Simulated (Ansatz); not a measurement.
An Ansatz (a quantum-chemistry and plane-wave program) input:

Ansatz 0.2 input:
```yaml
crystal:
  lattice:
    - [4.4357173166, 0.0, 0.0]
    - [-2.2178586583, 3.8414438802, 0.0]
    - [0.0, 0.0, 2.5196410752]
  atoms:
    - { symbol: C, position: [0.4479726004, 0.8959452008, 0.25] }
    - { symbol: C, position: [0.1040547992, 0.5520273996, 0.25] }
    - { symbol: C, position: [0.4479726004, 0.5520273996, 0.25] }
    - { symbol: C, position: [0.5520273996, 0.1040547992, 0.75] }
    - { symbol: C, position: [0.8959452008, 0.4479726004, 0.75] }
    - { symbol: C, position: [0.5520273996, 0.4479726004, 0.75] }
kpoints:
  mp_grid: { grid: [4, 4, 6] }
hamiltonian:
  xc: hse06
  pseudopotentials: { kind: paw }
scf:
  n_extra_bands: 6
  occupations: { method: fixed }
output:
  eigenvalues: true
  eigenstates:
    e_range: [-9.0, 11.4]
    kpoints:
      - [0.0, 0.0, 0.0]  # VBM
      - [0.0, 0.0, 0.0]  # CBM
      - [0.0, 0.0, 0.0]  # GAMMA
      - [0.0, 0.0, 0.5]  # A
      - [0.3333333333, 0.3333333333, 0.0]  # K
      - [0.3333333333, 0.3333333333, 0.5]  # H
      - [0.5, 0.0, 0.0]  # M
      - [0.5, 0.0, 0.5]  # L
```

How many symmetry operations and irreducible k-points will the run report?

24 operations, 16 of 96 k-points.

With a cutoff of 420 eV, how many plane waves at Γ?

855.

It took around 50 core-seconds (rough) on shared server cores.

The points marked VBM and CBM come from a semilocal run.

Space group P6_3/mmc. The start of the workflow was typed in or built on a structure type. Its sites differ from those of the usual phase in this space group: another stacking or structure type. The cell was relaxed with PBEsol under the symmetry of its start; whether a distortion lowers the energy is not shown.

Potentials: the later of the program's two PAW sets.

Ansatz is a plane-wave DFT program.
